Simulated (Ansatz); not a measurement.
Rb$_{2}$VO$_{2}$, a known structure type with other elements, at an estimated volume

```xyz
5
Lattice="0.0000 4.2240 0.0000 4.2240 0.0000 0.0000 2.1120 2.1120 -6.6645" Properties=species:S:1:pos:R:3 pbc="T T T"
Rb    2.1120    2.1120   -2.0646
Rb    4.2240    4.2240   -4.5998
O     2.1120    2.1120   -4.9677
O     4.2240    4.2240   -1.6968
V     0.0000    0.0000    0.0000
```

Level: PBE, with U_eff = 5.72 eV on V d (all-electron-ortho-atomic projectors), spin-orbit coupling; 420 eV; 5×5×5 Γ-centred mesh; fermi-dirac occupations (width 0.1 eV); Ansatz 0.2.0, fixed geometry.

Magnetic state (reached from a saved solution, and it need not be the lowest): V5 along (0.71, 0.71, -0.02).

- Forces: The largest is on O3 (and as large on other atoms): 3.89 eV/Å, components (0.00, 0.00, 3.89). It makes 180° with the line to a nearest neighbour, V5 at 1.70 Å, pointing away from it.
- Moments: V5 2.80 μB of spin moment in Bader basins; net size 2.87 μB a cell.
- Charges: Bader charges in e: Rb +0.78, V +1.11, O -1.33. In the mean V gives up most and O takes most.
- Stress: The pressure is 7.3 GPa (compression positive), so with the atoms held at these fractions the cell would first expand; the forces are large, so a full relaxation may end otherwise. The principal stresses 1.1, 1.1, 19.6 GPa differ, so its shape would change too.
- At the Fermi level: It is a metal, with about 0.61 states/eV a cell as the mean within 0.25 eV of the Fermi level, mostly V s (42 %), V d (24 %) and Rb s (16 %).

Origin: a known structure type with other elements, at an estimated volume, so it need not be a known compound. Caveats: another magnetic order, which this cell may not hold, can open a gap; the k mesh is coarse if the cell is a metal; atoms or cell far from equilibrium; the SCF threshold is loose for a stress.
